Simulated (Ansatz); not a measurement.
# Frozen-phonon scan for Pd (fcc, Cu type)

Relaxed Pd (fcc, Cu type):

```
CELL_PARAMETERS angstrom
      0.00000     3.94259     3.94259
      1.97130     0.00000     1.97130
      1.97130     1.97130     0.00000
ATOMIC_POSITIONS crystal
  Pd 0.00000 0.00000 0.00000
  Pd 0.50000 0.00000 0.00000
```

A phonon eigenvector at L = (0.5, 0.0, 0.0) is frozen into this cell: atom i moves by Q times the vector below, so Q is the largest atomic displacement, in Å. The cell is held. It is one choice among 2 degenerate patterns. (q is in reciprocal vectors of the primitive cell; the cell shown is doubled to hold the pattern.)

```
atom       x       y       z
----  ------  ------  ------
Pd1    0.285  -0.520   0.805
Pd2   -0.285   0.520  -0.805
```

Calculation: PBE (plane waves to 420 eV, PAW, scalar-relativistic; Ansatz, a quantum-chemistry and plane-wave program). k mesh 10×20×20 (Γ-centred), Fermi-Dirac smearing 0.05 eV. E stands for the smeared free energy. Compression counts positive. With partly filled bands, energies and forces of such displacements shift with the k mesh and the smearing. Pd is run without spin polarisation. Pd was relaxed with its symmetry unable to fall. The PAW data are Ansatz's earlier set. ΔE is measured from the undisplaced structure.

```tsv
Q (Å)	ΔE (eV/cell)	−dE/dQ from forces (eV/Å)	P (GPa)
-0.100	0.0405	0.749	0.7
-0.083	0.0288	0.654	0.5
-0.067	0.0188	0.545	0.3
-0.050	0.0107	0.421	0.2
-0.033	0.0048	0.287	0.1
-0.017	0.0012	0.146	0.0
0.000	0.0000	0.000	0.0
0.017	0.0012	-0.146	0.0
0.033	0.0048	-0.287	0.1
0.050	0.0107	-0.421	0.2
0.067	0.0188	-0.545	0.3
0.083	0.0288	-0.654	0.5
0.100	0.0405	-0.749	0.7
```

What the scan shows:

```
Item                                                                                                                 Result
-----------------------------------------------------------  --------------------------------------------------------------
Energy at Q = 0.100 Å                                                                                         40.5 meV/cell
Space group of the distorted cell                                                           P-1 (No. 2), lowered from Fm-3m
Symmetry of the curve                                                                         even: the same for both signs
Shape of the curve                                           a single well with its minimum at or next to zero displacement
Harmonic wavenumber from the curvature (finite differences)                                                        106 cm⁻¹
Wavenumber by perturbation theory (DFPT, on another k mesh)                                                        106 cm⁻¹
```

The 13 points together took about 8 core-minutes (a rough figure).

(A displaced cell: forces are minus the slopes of the energy, force constants its curvatures, and phonons follow from these.)
